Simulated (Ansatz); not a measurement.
Mg2C:
```cif
data_C4Mg8
_chemical_formula_sum 'C4 Mg8'
_space_group_name_H-M_alt 'Fm-3m'
_space_group_IT_number 225
_space_group_name_Hall '-F 4 2 3'
_cell_length_a 5.42340
_cell_length_b 5.42340
_cell_length_c 5.42340
_cell_angle_alpha 90.000
_cell_angle_beta 90.000
_cell_angle_gamma 90.000
loop_
_atom_site_label
_atom_site_type_symbol
_atom_site_symmetry_multiplicity
_atom_site_Wyckoff_symbol
_atom_site_fract_x
_atom_site_fract_y
_atom_site_fract_z
_atom_site_occupancy
C1 C 4 a 0.00000 0.00000 0.00000 1
Mg1 Mg 8 c 0.25000 0.25000 0.25000 1
```
(The calculation used a cell of 3 atoms; values per cell refer to that cell.)

Relaxed with PBEsol. DFT-PBEsol in the program Ansatz with PAW potentials gives a gap of 0.69 eV.

Question: What gap does HSE06 give on the same cell (Ansatz, PAW)?

Answer: 1.40 eV, 0.71 eV more. The hybrid was solved on a coarser mesh and at special points; its gap is the smallest among all of these.

| k | v1 PBEsol | c1 PBEsol | v1 HSE06 | c1 HSE06 |
|---|---|---|---|---|
| Γ | 0.00 | 1.48 | ___ | ___ |
| X | -1.54 | 0.69 | -1.70 | 1.40 |
| L | -0.43 | 3.42 | ___ | ___ |
| W | -2.45 | 3.17 | ___ | ___ |
| K | -1.21 | 2.08 | ___ | ___ |

Question: Top valence (v1) and lowest conduction level (c1) in eV from each method's valence maximum (which need not be a listed point): supply the withheld HSE06 values.

Answer: 
- Γ, v1 HSE06: 0.00
- Γ, c1 HSE06: 2.30
- K, v1 HSE06: -1.33
- K, c1 HSE06: 2.89
- L, v1 HSE06: -0.47
- L, c1 HSE06: 4.41
- W, v1 HSE06: -2.62
- W, c1 HSE06: 4.03

Cost on shared cores: the PBEsol run (SCF on a 9×9×9 mesh, then bands and DOS) about 15 core-seconds (a rough figure), the HSE06 run (SCF on 7×7×7, then a few points) roughly 2.0 core-minutes; the tasks are unlike.

A made-up cell: these elements were put on the sites of a structure type; neither database checked (COD, Materials Project) lists it. Whether it is the stable phase at ambient conditions was not checked. The PBEsol relaxation kept the symmetry of its start; phonons on a q-mesh show no instability.

Potentials: the later of the program's two PAW sets.
